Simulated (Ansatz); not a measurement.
Ag (fcc (Cu type), Fm-3m) under volume change, PBE (plane waves, PAW; program Ansatz), scaled uniformly.

```json
[
 {"V (Å³/atom)": "16.237", "E − E(relaxed) (meV/atom)": "___", "P (GPa)": "___"},
 {"V (Å³/atom)": "16.772", "E − E(relaxed) (meV/atom)": "20.8", "P (GPa)": "6.69"},
 {"V (Å³/atom)": "17.307", "E − E(relaxed) (meV/atom)": "4.8", "P (GPa)": "3.01"},
 {"V (Å³/atom)": "17.843", "E − E(relaxed) (meV/atom)": "0.0", "P (GPa)": "-0.01"},
 {"V (Å³/atom)": "18.378", "E − E(relaxed) (meV/atom)": "4.3", "P (GPa)": "-2.46"},
 {"V (Å³/atom)": "18.913", "E − E(relaxed) (meV/atom)": "___", "P (GPa)": "___"},
 {"V (Å³/atom)": "19.449", "E − E(relaxed) (meV/atom)": "33.4", "P (GPa)": "-6.02"}
]
```

Q: Some entries are withheld; supply them.

A: 
- 18.913, E − E(relaxed) (meV/atom): 15.9
- 18.913, P (GPa): -4.43
- 16.237, E − E(relaxed) (meV/atom): 50.5
- 16.237, P (GPa): 11.18

Q: What does a third-order Birch–Murnaghan fit give for V₀, B₀ and B′?

A: V₀ = 17.84 Å³/atom, B₀ = 90.1 GPa, B′ = 5.9.

The PBE relaxation kept the symmetry of its start. No spin polarisation was allowed.

Potentials: the later of the program's two PAW sets.
